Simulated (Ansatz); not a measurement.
**H₇ClO₃: 17O NMR of the central transition**

Cell: a Materials Project structure (computed, not necessarily an observed phase), atoms as given.

Space group Cc (No. 9); a = 7.7701, b = 10.6580, c = 6.5245 Å, β = 124.40°.

| site | Wyckoff | site symmetry | x | y | z |
| --- | --- | --- | --- | --- | --- |
| H1 | 4a | 1 | 0.8677 | 0.9180 | 0.5900 |
| H2 | 4a | 1 | 0.6236 | 0.9189 | 0.4210 |
| H5 | 4a | 1 | 0.2627 | 0.9405 | 0.2711 |
| H6 | 4a | 1 | 0.4368 | 0.9981 | 0.5396 |
| H9 | 4a | 1 | 0.3088 | 0.1415 | 0.2639 |
| H10 | 4a | 1 | 0.3494 | 0.2638 | 0.1328 |
| H11 | 4a | 1 | 0.7545 | 0.7966 | 0.3055 |
| Cl | 4a | 1 | 0.5212 | 0.6621 | 0.5412 |
| O17 | 4a | 1 | 0.7473 | 0.9042 | 0.4186 |
| O19 | 4a | 1 | 0.3862 | 0.0011 | 0.3641 |
| O21 | 4a | 1 | 0.2560 | 0.2277 | 0.1845 |

One atom of each set is listed; the run and its k-mesh use a cell of 22 atoms with edges of 6.59, 6.59, 6.52 Å.

All values are calculated (Ansatz; DFT, PBE, plane waves and PAW, scalar-relativistic, 420 eV cutoff, Γ-centred 4×4×4 k-points, Fermi–Dirac smearing 0.02 eV), not measured.

17O has I = 5/2 and Q = -25.58 mb (Pyykkö 2018); at 16.4 T its Larmor frequency is ν₀ = 94.7 MHz. Only the quadrupole interaction is simulated: positions count from each site's isotropic chemical shift, and J coupling is left out, as are shift anisotropy and dipolar coupling, which fast spinning averages.

(1) Give C_Q, η, the quadrupolar product P_Q = |C_Q|(1 + η²/3)^½, the second-order isotropic shift and the breadth of the pattern (fast magic-angle spinning) for each O site.

Results:

(1) 

| site | first shell | C_Q (MHz) | η | P_Q (MHz) | δ_QIS (ppm) | breadth (kHz) |
| --- | --- | --- | --- | --- | --- | --- |
| O17 | 2 H at 0.98 Å, angle 106°; also 1 H at 1.38 Å | 9.20 | 0.64 | 9.82 | -64.5 | 14.1 |
| O19 | 2 H at 0.98–1.02 Å, angle 107°; also 2 H at 1.61–1.88 Å | -7.36 | 1.00 | 8.50 | -48.3 | 10.0 |
| O21 | 3 H at 1.02–1.08 Å | 7.64 | 0.27 | 7.73 | -40.0 | 8.65 |

δ_QIS = −(ν_Q²/30ν₀²)[I(I+1) − 3/4](1 + η²/3) × 10⁶ ppm with ν_Q = 3|C_Q|/[2I(2I−1)]; it falls as 1/B₀² in ppm, and the breadth as 1/B₀ in kHz.

The broadest static pattern spans 44 kHz. The table holds for spinning faster than that; slower spinning leaves sidebands.

At O17 V_zz stands upright on the plane of its two bonds (within 11°). At O21 V_zz stands upright on the plane through its three neighbours (within 5°).
